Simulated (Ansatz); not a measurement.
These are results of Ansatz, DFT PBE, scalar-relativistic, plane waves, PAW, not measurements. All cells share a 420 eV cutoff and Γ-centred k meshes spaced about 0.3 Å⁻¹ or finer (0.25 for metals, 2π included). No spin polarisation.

All energies are static (0 K, no zero-point motion).

Two forms of NaTa3O3 were relaxed alike.

A.

```xyz
7
Lattice="-2.1903 2.1903 4.4564 2.1903 -2.1903 4.4564 2.1903 2.1903 -4.4564" Properties=species:S:1:pos:R:3 pbc="T T T"
Na    0.0000    0.0000    8.7758
Ta    0.0000    0.0000    4.8261
Ta    2.1903    0.0000    2.1232
Ta    0.0000    2.1903    2.1232
O     0.0000    2.1903    4.2966
O     2.1903    0.0000    4.2966
O     0.0000    0.0000    2.5248
```

B.

```xyz
7
Lattice="4.3636 0.0000 0.0000 0.0000 4.3636 0.0000 0.0000 0.0000 4.3636" Properties=species:S:1:pos:R:3 pbc="T T T"
Na    2.1818    2.1818    2.1818
Ta    0.0000    2.1818    0.0000
Ta    0.0000    0.0000    2.1818
Ta    2.1818    0.0000    0.0000
O     2.1818    0.0000    2.1818
O     2.1818    2.1818    0.0000
O     0.0000    2.1818    2.1818
```

Problem. Which is lower in energy, and by how much?

Solution. B is lower, by 112 meV/atom. A has space group I4mm (No. 107), 12.2 Å³/atom and no gap on its mesh; B has space group Pm-3m (No. 221), 11.9 Å³/atom and no gap. Counting O atoms around Na and Ta (those within 1.25 times the shortest such distance or 1.15 times the sum of covalent radii; a plus sign parts nearer from farther groups; a slash parts the counts of unlike sites), A has Na 4+1, Ta 4/5 and B has Na 6, Ta 4. In A, Na has 4 O at 2.19 Å, 1 O at 2.66 Å and 12 Ta at 3.10–3.15 Å; Ta on a site of symmetry 4mm is surrounded by 5 O at 2.25–2.30 Å, 4 Ta at 2.81 Å and 4 Na at 3.14 Å; around O on a site of symmetry 2mm lie 4 Ta at 2.17–2.28 Å, 2 Na at 2.19 Å and 2 O at 2.82 Å; 2 more sites not described. In B, Na has 6 O at 2.18 Å and 12 Ta at 3.09 Å; Ta has 4 O at 2.18 Å, 4 Na at 3.09 Å and 8 Ta at 3.09 Å; O has 2 Na at 2.18 Å and 4 Ta at 2.18 Å. Both come from trial cells of a structure search, whose lowest cell (Cm, 12.9 Å³/atom) lies 251 meV/atom below the lower of the two.

These runs have no spin–orbit coupling, which can matter for Ta. Trial moments fell under 0.15 μB along the way in I4mm and Pm-3m; another start might hold them. Cells relaxed within their symmetry can be saddle points. Some types were kept out of the candidates beforehand, so the set may lack a known form.
